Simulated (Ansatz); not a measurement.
Here is the system:

YIn$_{3}$:
```xyz
4
Lattice="4.6157 0.0000 0.0000 0.0000 4.6157 0.0000 0.0000 0.0000 4.6157" Properties=species:S:1:pos:R:3 pbc="T T T"
Y      0.0000     0.0000     0.0000
In     0.0000     2.3079     2.3079
In     2.3079     0.0000     2.3079
In     2.3079     2.3079     0.0000
```

This is the r²SCAN-relaxed structure.

Task: All from the program Ansatz at the r²SCAN level (PAW), unless another level is named. Estimate the density of states at the Fermi level.

Result: 0.51 states/eV per atom (mean over ±0.08 eV).

Task: Next, the formation energy from the elements (no fitted shifts)?

Result: -0.54 eV/atom.

Space group Pm-3m (Cu3Au type). The first step of the workflow began from a Materials Project structure, measured or hypothetical; the Crystallography Open Database files this formula in space group No. 221, but the cells were not matched. Its standing as an ambient phase is unchecked. Symmetry was held in the r²SCAN relaxation; its stability against distortions is not shown here. The run is not spin-polarised. The references are the lowest solids computed at this level, not always the standard phases. Spin–orbit coupling is left out wherever it is not named.

Potentials: the later of the program's two PAW sets.
